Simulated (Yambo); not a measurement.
Data:

```xyz
6
Lattice="4.4234 0.0000 0.0000 0.0000 4.4234 0.0000 0.0000 0.0000 2.8834" Properties=species:S:1:pos:R:3 pbc="T T T"
O      3.5668     0.8567     1.4417
O      0.8567     3.5668     1.4417
O      1.3551     1.3551     0.0000
O      3.0684     3.0684     0.0000
Ge     2.2117     2.2117     1.4417
Ge     0.0001     0.0001     0.0000
```

Workflow: PBE (stringent potentials; pw.x of Quantum ESPRESSO, ONCV potentials, without SOC), then G0W0 in Yambo (4×4×4 Γ-centred k mesh, bands 9 to 212 and a 12 Ry block in the screening, 212 bands in G with the Bruneval-Gonze terminator, plasmon pole fitted at 27.2 eV).

**Question.** Give the PBE and G0W0 gaps between the band edges found on this mesh, and say where the edges lie.

**Answer.** Edges: Γ → Γ. PBE: 1.68 eV; G0W0: 3.37 eV. Nearest settings tried, and what they do to the gap: 123 bands in G: +12 meV; 123 bands in W, 123 bands in G: +63 meV; 7 Ry block (137 vectors against 275): -136 meV. Not varied: mesh. So the settings aren't converged at that level. Spin-orbit splittings are left out.

Geometry relaxed with PBEsol.
